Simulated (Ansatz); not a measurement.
# Two states of GdSeO

```
Gd Se O
1.0
     3.95442    0.00000    0.00000
     0.00000    3.95442    0.00000
     0.00000    0.00000    6.90941
Gd Se O
2 2 2
Direct
  0.25000 0.25000 0.18955
  0.75000 0.75000 0.81045
  0.25000 0.25000 0.63670
  0.75000 0.75000 0.36330
  0.75000 0.25000 0.00000
  0.25000 0.75000 0.00000
```

Single point in Ansatz 0.2.0 with PBE, with U = 7.02 eV and J = 0.41 eV on Gd f (all-electron-ortho-atomic projectors). Cutoff 420 eV, PAW datasets, 6×6×4 Γ-centred k mesh, fermi-dirac filling (width 0.1 eV).

State A: Gd1 up, Gd2 up (collinear spin). State B: Gd1 up, Gd2 down (collinear spin).

Task: Compare the two self-consistent states.

Result: State A is lower by 1.7 meV an atom at zero smearing; in free energy at this smearing B lies +0.9 meV an atom from A. So small a gap isn't resolved on this mesh where a state is a metal.

| state | free energy (meV/atom) | largest moment in a small sphere (μB) | net moment (μB/cell) | gap on mesh (eV) | pressure (GPa) | largest force (eV/Å) |
| --- | --- | --- | --- | --- | --- | --- |
| A | 0.0 | 6.88 | 13.51 | metal | 0.5 | 2.11 |
| B | 0.9 | 6.89 | 0.00 | metal | 0.5 | 2.10 |

Origin: a known structure type with other elements, at an estimated volume, so it need not be a known compound. Caveats: another magnetic order, which this cell may not hold, can open a gap; atoms or cell far from equilibrium.
